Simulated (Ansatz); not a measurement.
**CsTl₄P₃, a known structure type with other elements, at an estimated volume**

```yaml
crystal:
  lattice:
    - [4.51384, 0.00000, 0.00000]
    - [0.00000, 4.51384, 0.00000]
    - [0.00000, 0.00000, 11.41646]
  atoms:
    - { symbol: Cs, position: [0.00000, 0.00000, 0.50000] }
    - { symbol: P, position: [0.50000, 0.50000, 0.27771] }
    - { symbol: P, position: [0.50000, 0.50000, 0.72229] }
    - { symbol: P, position: [0.00000, 0.00000, 0.00000] }
    - { symbol: Tl, position: [0.00000, 0.50000, 0.15339] }
    - { symbol: Tl, position: [0.50000, 0.00000, 0.15339] }
    - { symbol: Tl, position: [0.00000, 0.50000, 0.84661] }
    - { symbol: Tl, position: [0.50000, 0.00000, 0.84661] }
```

Level: PBE, no spin polarisation; 420 eV; 8×8×3 Γ-centred mesh; fermi-dirac occupations (width 0.1 eV); Ansatz 0.2.0, fixed geometry.

Stress: The pressure is 8.1 GPa (compression positive), so with the atoms held at these fractions the cell would first expand; the forces are large, so a full relaxation may end otherwise. The principal stresses 4.9, 9.6, 9.6 GPa differ, so its shape would change too.
Contacts: P–Tl at 2.67 Å: least valence density 0.38 e/Å³ and ELF 0.37 there. Cs–P at 4.08 Å: least valence density 0.04 e/Å³ and ELF 0.04 there, so no covalent bond. Cs–Cs at 4.51 Å: least valence density 0.01 e/Å³ and ELF 0.01 there, so no covalent bond. Both are smooth PAW fields, read partly inside the augmentation spheres.
Electronic structure: It is a metal, with about 4.7 states/eV a cell as the mean within 0.25 eV of the Fermi level, mostly P p (44 %), Tl s (22 %) and Tl p (21 %).
Formation energy: 0.28 eV an atom against the elements' usual phases (free molecules for gases, crystals otherwise, with no correction for O₂ or N₂), so at this geometry it isn't bound against them. Relaxing would lower it.
Forces: The largest is on P2 (and as large on other atoms): 1.62 eV/Å, components (0.00, 0.00, 1.62). It makes 122° with the line to a nearest neighbour, Tl5 at 2.67 Å.
Charges: Bader charges in e: Cs +0.76, Tl +0.31, P -0.73 to -0.56. In the mean Cs gives up most and P takes most.

Origin: a known structure type with other elements, at an estimated volume, so it need not be a known compound. Caveats: atoms or cell far from equilibrium.
